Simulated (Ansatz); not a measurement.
This run works on a generated trial structure, not on a known crystal.

Input and command of a plane-wave DFT calculation in Ansatz:

```yaml
crystal:
  lattice:
    - [2.5241339308, -17.5823758229, 0.0]
    - [2.5241339308, 17.5823758229, 0.0]
    - [0.0, 0.0, 4.2046317086]
  atoms:
    - { symbol: Rb, position: [0.5620388103, 0.4379611897, 0.25] }
    - { symbol: Rb, position: [0.3052455116, 0.6947544884, 0.25] }
    - { symbol: Rb, position: [0.4379611897, 0.5620388103, 0.75] }
    - { symbol: Rb, position: [0.6947544884, 0.3052455116, 0.75] }
    - { symbol: Ge, position: [0.9806167576, 0.0193832424, 0.25] }
    - { symbol: Ge, position: [0.0193832424, 0.9806167576, 0.75] }
basis:
  ecutwfc: 500
kpoints:
  mp_grid: { grid: [6, 6, 8] }
hamiltonian:
  xc: r2scan
scf:
  occupations: { method: gaussian, width: 0.1 }
output:
  forces: true
  stress: true
  eigenvalues: true
```

```bash
ansatz run input.yaml --threads 1 --pin off --max-ram 2560MiB --backend cpu --events-out ev --progress --plain --runs-dir out
```

Processor: Intel(R) Xeon(R) Platinum 8375C CPU @ 2.90GHz (Ice Lake), 1 thread, on a host shared with other jobs.

How long does it run, and how much memory does it take?

About 110 s, peak memory 1.8 GiB. It solves 39 bands at 65 k points (after reduction by symmetry) with about 9467 plane waves, in 10 SCF iterations.
